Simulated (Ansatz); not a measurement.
CdPS₃:
Space group R-3, hexagonal axes (No. 148); a = b = 6.1123 Å, c = 18.9264 Å, α = β = 90.00°, γ = 120.00°

| atom | site | symmetry | x | y | z |
|---|---|---|---|---|---|
| Cd | 6c | 3. | 0.0000 | 0.0000 | 0.3255 |
| P | 6c | 3. | 0.0000 | 0.0000 | 0.0588 |
| S | 18f | 1 | 0.3567 | 0.0063 | 0.2448 |
(The calculation used a cell of 10 atoms; values per cell refer to that cell.)

Relaxed with LDA.

Question: Tabulate the valence density and the electron localisation function along the shortest P–P contact (2.23 Å), the program Ansatz at the LDA level (PAW).

Answer: 

| distance from P (Å) | density (e/Å³) | ELF |
|---|---|---|
| 0.22 | 0.15 | -0.02 |
| 0.33 | 0.34 | 0.06 |
| 0.45 | 0.59 | 0.41 |
| 0.56 | 0.79 | 0.77 |
| 0.67 | 0.90 | 0.91 |
| 0.78 | 0.91 | 0.94 |
| 0.89 | 0.87 | 0.94 |
| 1.00 | 0.82 | 0.94 |
| 1.11 | 0.81 | 0.93 |
| 1.23 | 0.82 | 0.94 |
| 1.34 | 0.87 | 0.94 |
| 1.45 | 0.91 | 0.94 |
| 1.56 | 0.90 | 0.91 |
| 1.67 | 0.79 | 0.77 |
| 1.78 | 0.59 | 0.41 |
| 1.89 | 0.34 | 0.06 |
| 2.00 | 0.15 | -0.02 |

The density is the valence pseudo-density with augmentation charge, so density and ELF within about 1 Å of a nucleus are not all-electron values.

The workflow started from an entry of the Crystallography Open Database (COD); the relaxed space group is not among those it files for this formula. COD files the formula under space group No. 146. Its standing as an ambient phase is unchecked. Symmetry was held in the LDA relaxation; whether a distortion lowers the energy is not shown. A crystal of weakly bound layers computed without a dispersion correction: the cell and the soft elastic constants depend strongly on that.

Potentials: the later of the program's two PAW sets.
